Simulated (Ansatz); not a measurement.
Input:

MgO:
```xyz
2
Lattice="2.6335 0.0000 0.0000 0.0000 2.6335 0.0000 0.0000 0.0000 2.6335" Properties=species:S:1:pos:R:3 pbc="T T T"
Mg     0.0000     0.0000     0.0000
O      1.3168     1.3168     1.3168
```

This is the PBEsol-relaxed structure.

All from PBEsol (plane waves, PAW; program Ansatz), unless another level is named. Predict the formation energy from the elements (no fitted shifts).

-1996 meV/atom.

And the hole effective mass?

0.48, 3.7, 3.7 mₑ (principal values).

Next, the band gap?

2.47 eV (indirect).

Space group Pm-3m (CsCl type). This is a known high-pressure phase of the composition, computed here at zero pressure and temperature. The cell was relaxed with PBEsol under the symmetry of its start. At this level the phase is dynamically unstable (imaginary phonons). The references are the lowest solids computed at this level, not always the standard phases (solids in place of the gases).

Potentials: the earlier of the program's two PAW sets. The files were generated under PBE; for other functionals the program regenerates the frozen cores, and for LDA and PBEsol the local potential too.
